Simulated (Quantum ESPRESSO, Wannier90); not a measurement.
Sn2SeS (Pmc2₁), plane waves to Wannier functions

```
Sn2SeS
1.0
    4.03850     0.00000     0.00000
    0.00000     4.65176     0.00000
    0.00000     0.00000    11.48963
Sn Se S
4 2 2
Direct
  0.00000   0.10539   0.61744
  0.00000   0.89461   0.11744
  0.50000   0.35857   0.37707
  0.50000   0.64143   0.87707
  0.00000   0.75679   0.35275
  0.00000   0.24321   0.85275
  0.50000   0.74453   0.65274
  0.50000   0.25547   0.15274
```

Structure: Materials Project mp-1218960, symmetrised, not relaxed again. Not found in the COD (Crystallography Open Database) copy used; not checked further. Computed values, not measurements, from PBEsol: Quantum ESPRESSO (norm-conserving PseudoDojo potentials, cutoff 69 Ry, no spin polarisation, no spin-orbit coupling) on a Γ-centred 4×4×4 mesh, then Wannier90. Density: 8×8×4 mesh, Gaussian smearing 0.01 Ry. The cell is built of weakly bound layers, chains or molecules, whose nearest atoms lie 3.45 Å apart. Database cells relaxed without dispersion often hold them too far apart, which can enlarge gaps and weakens couplings between them; spacing and stacking were not compared with the measured crystal. Spin-orbit coupling is left out although heavy elements are present.

The plane-wave run has 78 bands and 100 electrons a cell. On the energy scale of pw.x, whose zero is arbitrary, the valence-band maximum lies at 8.05 eV.

Isolated groups of bands, relative to the valence-band maximum (bands from 51 on overlap up to the last one computed):

| bands | from (eV) | to (eV) | filling | weight on atomic waves |
|---|---|---|---|---|
| 1–10 | -47.48 | -47.42 | filled | Se 3d 100 % |
| 11–30 | -21.25 | -21.13 | filled | Sn 4d 100 % |
| 31–34 | -13.68 | -12.15 | filled | Se 4s 40 %, S 3s 39 %, Sn 5p 14 % |
| 35–50 | -7.92 | 0.00 | filled | S 3p 28 %, Se 4p 28 %, Sn 5s 21 % |

Input w.win, without the blocks of cell, atoms and k-points (64 lines):

```
num_bands = 48
num_wann = 32
exclude_bands = 1-30
num_iter = 1000
conv_tol = 1.0e-6
conv_window = 4
dis_num_iter = 1000
dis_conv_tol = 1.0e-6
dis_froz_max = 10.21
dis_win_max = 13.37
write_hr = true
write_u_matrices = true
begin projections
f=0.00806,0.11138,-0.38031: s;p
f=-0.00147,-0.10453,0.11313: s;p
f=0.51238,0.35875,0.37702: s;p
f=0.49668,-0.35121,-0.11998: s;p
f=0.00015,-0.24267,0.35710: s;p
f=0.00709,0.24812,-0.14429: s;p
f=0.49015,-0.25388,-0.34982: s;p
f=0.50717,0.26424,0.15271: s;p
end projections
mp_grid = 4 4 4
```

wannier90.x stops with:
```
dis_windows: Energy window contains fewer states than number of target WFs
```
At some k-point the outer window holds fewer bands than num_wann, so no subspace of that size can be extracted. Mended as below, all else unchanged, the run goes through (Ω_I = 45.2 Å²) and follows the plane-wave bands to 8.4 meV rms (states up to 1.7 eV relative to the valence-band maximum).
Remove the line dis_win_max = 13.37.
